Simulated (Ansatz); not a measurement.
SiCO₄:
```
SiCO4
1.0
   -2.17825     2.17825     3.27582
    2.17825    -2.17825     3.27582
    2.17825     2.17825    -3.27582
Si C O
1 1 4
Cartesian
  0.00000   0.00000   0.00000
  0.00000   2.17825   1.63791
  0.63209   1.22477   0.86259
  1.54616   0.95349   4.13841
 -0.95349   1.54616   2.41323
  3.13174   0.63209  -0.86259
```

Relaxed with r²SCAN. Special points in fractions of this cell's reciprocal vectors: Γ (0.000, 0.000, 0.000); X (0.000, 0.000, 0.500); P (0.250, 0.250, 0.250); N (0.000, 0.500, 0.000); M (0.500, 0.500, -0.500); S (0.361, 0.639, -0.361); S0 (-0.361, 0.361, 0.361); R (-0.221, 0.221, 0.500); G (0.500, 0.500, -0.221).

Task: List the band energies nearest the valence-band maximum at these points for the program Ansatz at the r²SCAN level (PAW).

Result: In eV from the valence-band maximum; about four levels below and three above (degenerate sets whole), none deeper than 8.9 eV; points with the same levels are listed once.

```
k                          below                  above
-  -----------------------------  ---------------------
Γ  -1.12 -1.12 -0.94 -0.33 -0.33  7.90 9.31 11.52 11.52
X        -1.06 -0.38 -0.24 -0.19      10.01 10.09 10.27
P        -0.97 -0.57 -0.38 -0.22       9.89 10.08 10.25
N        -1.23 -0.88 -0.35 -0.04       9.40 10.45 10.84
M    -2.12 -2.12 -1.25 0.00 0.00      10.33 10.34 10.34
S        -1.32 -1.01 -0.18 -0.15       9.65 10.28 10.90
R        -1.15 -0.65 -0.27 -0.18       9.78 10.33 10.45
```

Space group I-4. The start of the workflow was typed in or built on a structure type; neither database checked (COD, Materials Project) lists it. Its standing as an ambient phase is unchecked. Symmetry was held in the r²SCAN relaxation; whether a distortion lowers the energy is not shown.

Potentials: the later of the program's two PAW sets.
